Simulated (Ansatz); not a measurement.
Given:

GeMo:
```
GeMo
1.0
    0.00000     2.55612     2.55612
    2.55612     0.00000     2.55612
    2.55612     2.55612     0.00000
Ge Mo
1 1
Direct
  0.00000   0.00000   0.00000
  0.50000   0.50000   0.50000
```

This is the r²SCAN-relaxed structure.

**Question.** All from r²SCAN in the plane-wave PAW code Ansatz, unless another level is named. Predict the bulk modulus (Birch–Murnaghan fit).

**Answer.** 169 GPa.

**Question.** What about the elastic constants (relaxed ions, GPa)?

**Answer.** C11 = 369, C12 = 68.7, C44 = -9.4.

Space group Fm-3m (rock salt). The cell is a constructed one: a structure type filled with these elements; neither database checked (COD, Materials Project) lists it. Its standing as an ambient phase is unchecked. The cell was relaxed with r²SCAN under the symmetry of its start. At this level the phase is mechanically unstable. No spin polarisation was allowed. As this level gives no gap, shear constants depend on the k-mesh and smearing (Fermi–Dirac, 0.1 eV here).

Potentials: the later of the program's two PAW sets.
